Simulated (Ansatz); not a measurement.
A relaxation computed with Ansatz, from input to last step.

```yaml
crystal:
  lattice:
    - [-1.9090022271, 1.9090022271, 5.4694499644]
    - [1.9090022271, -1.9090022271, 5.4694499644]
    - [1.9090022271, 1.9090022271, -5.4694499644]
  atoms:
    - { symbol: Ba, position: [0.0, 0.0, 0.0] }
    - { symbol: B, position: [0.3218077893, 0.3218077893, 0.0] }
    - { symbol: B, position: [0.6781922107, 0.6781922107, 0.0] }
    - { symbol: Rh, position: [0.75, 0.25, 0.5] }
    - { symbol: Rh, position: [0.25, 0.75, 0.5] }
basis:
  ecutwfc: 420
kpoints:
  mp_grid: { grid: [12, 12, 12] }
hamiltonian:
  xc: pbesol
scf:
  occupations: { method: gaussian, width: 0.1 }
output:
  forces: true
  stress: true
  eigenvalues: true
relax:
  adjacent_minimum: "off"
  f_tol: 0.01
  max_steps: 30
  cell: { stress_tol: 0.1, fix: [volume] }
```

```bash
ansatz run input.yaml --threads 1 --pin off --max-ram 2560MiB --backend cpu --events-out ev --progress --plain --runs-dir out
```

Level of theory: DFT PBEsol, scalar-relativistic, plane waves, PAW (Ansatz).

The volume is held at 0.94 times that of the relaxed cell.

Of 4 frames 3 are shown, positions in Å and forces in eV/Å; the SCF threshold varies from step to step. Steps run on the plane waves of an earlier cell, with a Pulay correction in the pressure. The basis is chosen afresh for the last frame, the zero of the energies, and at times for earlier ones too; energy and pressure can step there, also at an unchanged geometry. Where two frames share a geometry here, they differ by under 2 meV/atom and 0.3 GPa.

```xyz
5
Lattice="-1.9090 1.9090 5.4695 1.9090 -1.9090 5.4695 1.9090 1.9090 -5.4695" Properties=species:S:1:pos:R:3:forces:R:3 pbc="T T T" step=1 free_energy_over_end_meV_per_atom=2.91 pressure_GPa=8.25
Ba    0.0000    0.0000    0.0000    0.0000    0.0000    0.0000
B     0.0000    0.0000    3.5202    0.0000    0.0000    0.3357
B     0.0000    0.0000    7.4187    0.0000    0.0000   -0.3357
Rh    0.0000    1.9090    2.7347    0.0000    0.0000    0.0000
Rh    1.9090    0.0000    2.7347    0.0000    0.0000    0.0000
5
Lattice="-1.9174 1.9174 5.4216 1.9174 -1.9174 5.4216 1.9174 1.9174 -5.4216" Properties=species:S:1:pos:R:3:forces:R:3 pbc="T T T" step=2 free_energy_over_end_meV_per_atom=0.18 pressure_GPa=6.75
Ba    0.0000    0.0000    0.0000    0.0000    0.0000    0.0000
B     0.0000    0.0000    3.5073    0.0000    0.0000    0.0977
B     0.0000    0.0000    7.3359    0.0000    0.0000   -0.0977
Rh    0.0000    1.9174    2.7108    0.0000    0.0000    0.0000
Rh    1.9174    0.0000    2.7108    0.0000    0.0000    0.0000
5
Lattice="-1.9174 1.9174 5.4218 1.9174 -1.9174 5.4218 1.9174 1.9174 -5.4218" Properties=species:S:1:pos:R:3:forces:R:3 pbc="T T T" step=4 free_energy_over_end_meV_per_atom=0.00 pressure_GPa=6.38
Ba    0.0000    0.0000    0.0000    0.0000    0.0000    0.0000
B     0.0000    0.0000    3.5161    0.0000    0.0000   -0.0033
B     0.0000    0.0000    7.3274    0.0000    0.0000    0.0033
Rh    0.0000    1.9174    2.7109    0.0000    0.0000    0.0000
Rh    1.9174    0.0000    2.7109    0.0000    0.0000    0.0000
```

The run took 110 s on 1 thread of Arm Neoverse V1, on a shared host, peak memory 0.58 GiB.